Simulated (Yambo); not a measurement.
## TiO₂: sweep of GW parameters

G0W0@LDA for TiO2 (space group Pnma, No. 62) in Yambo. Reference settings: 2×4×1 Γ-centred k mesh, bands 5 to 308 and a 7 Ry block in the screening, 308 bands in G with the Bruneval-Gonze terminator, plasmon pole fitted at 27.2 eV. The LDA gap (0, 0.25, 0) → Γ on this mesh is 2.92 eV; G0W0 gaps are taken between the same points.

```json
[
 {"change from the reference": "reference settings", "G0W0 gap (0, 0.25, 0) → Γ (eV)": "4.92", "shift of the valence edge (eV)": "-0.44", "rough Yambo cost": "1"},
 {"change from the reference": "126 bands in W, 126 bands in G", "G0W0 gap (0, 0.25, 0) → Γ (eV)": "4.92", "shift of the valence edge (eV)": "-0.26", "rough Yambo cost": "about 1/3"},
 {"change from the reference": "204 bands in W, 204 bands in G", "G0W0 gap (0, 0.25, 0) → Γ (eV)": "4.93", "shift of the valence edge (eV)": "-0.38", "rough Yambo cost": "within a factor of two"},
 {"change from the reference": "126 bands in G", "G0W0 gap (0, 0.25, 0) → Γ (eV)": "4.89", "shift of the valence edge (eV)": "-0.41", "rough Yambo cost": "–"},
 {"change from the reference": "204 bands in G", "G0W0 gap (0, 0.25, 0) → Γ (eV)": "4.92", "shift of the valence edge (eV)": "-0.43", "rough Yambo cost": "–"},
 {"change from the reference": "152 bands in W", "G0W0 gap (0, 0.25, 0) → Γ (eV)": "4.95", "shift of the valence edge (eV)": "-0.33", "rough Yambo cost": "about 1/2"},
 {"change from the reference": "1 Ry block", "G0W0 gap (0, 0.25, 0) → Γ (eV)": "7.24", "shift of the valence edge (eV)": "-1.17", "rough Yambo cost": "within a factor of two"},
 {"change from the reference": "3 Ry block", "G0W0 gap (0, 0.25, 0) → Γ (eV)": "5.37", "shift of the valence edge (eV)": "-0.47", "rough Yambo cost": "within a factor of two"},
 {"change from the reference": "6 Ry block", "G0W0 gap (0, 0.25, 0) → Γ (eV)": "4.95", "shift of the valence edge (eV)": "-0.42", "rough Yambo cost": "within a factor of two"},
 {"change from the reference": "pole fitted at 10 eV", "G0W0 gap (0, 0.25, 0) → Γ (eV)": "4.85", "shift of the valence edge (eV)": "-0.33", "rough Yambo cost": "–"},
 {"change from the reference": "no random integration", "G0W0 gap (0, 0.25, 0) → Γ (eV)": "4.88", "shift of the valence edge (eV)": "-0.35", "rough Yambo cost": "–"},
 {"change from the reference": "126 bands in G, no terminator", "G0W0 gap (0, 0.25, 0) → Γ (eV)": "5.05", "shift of the valence edge (eV)": "0.16", "rough Yambo cost": "–"},
 {"change from the reference": "204 bands in G, no terminator", "G0W0 gap (0, 0.25, 0) → Γ (eV)": "5.07", "shift of the valence edge (eV)": "-0.11", "rough Yambo cost": "–"},
 {"change from the reference": "no terminator", "G0W0 gap (0, 0.25, 0) → Γ (eV)": "5.04", "shift of the valence edge (eV)": "-0.25", "rough Yambo cost": "–"}
]
```

The reference isn't shown to be the converged limit. Costs are rough (shared machines), scaled to the same edge states, and given only for runs that recompute the screening.

Geometry of the Materials Project entry, not relaxed at this level; primitive cell a = 5.9868 Å, b = 3.7730 Å, c = 9.0732 Å, α = β = γ = 90.00°.

This is not the ordinary phase of the substance.

A shift is the quasiparticle energy of the state minus its LDA energy.
